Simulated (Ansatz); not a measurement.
Values for one crystal, relaxed and computed with LDA in the plane-wave PAW code Ansatz; other levels are named.

- Volume per atom = 33.91 Å³
- Electronic character = metallic (no gap)
- Elastic constants (relaxed ions, GPa) = C11 = 66.3, C12 = 34.0, C44 = 28.5
- Poisson's ratio = 0.28
- Young's modulus = 58.2 GPa
- Zero-point energy = 22.4 meV/atom
- Pressure derivative B′ = 4.9

Pick the material that matches.
(A) Ti, hcp (Mg type)
(B) Sn, diamond
(C) Ir, fcc (Cu type)
(D) Os, hcp (Mg type)

B, Sn, diamond

Space group Fd-3m (diamond). This is a known low-temperature phase of the composition, computed here at zero pressure and temperature. The LDA relaxation kept the symmetry of its start; whether a distortion lowers the energy is not shown. As this level gives no gap, shear constants depend on the k-mesh and smearing (Fermi–Dirac, 0.1 eV here). Spin–orbit coupling is left out wherever it is not named.

Potentials: the earlier of the program's two PAW sets. The files were generated under PBE; for other functionals the program regenerates the frozen cores, and for LDA and PBEsol the local potential too.
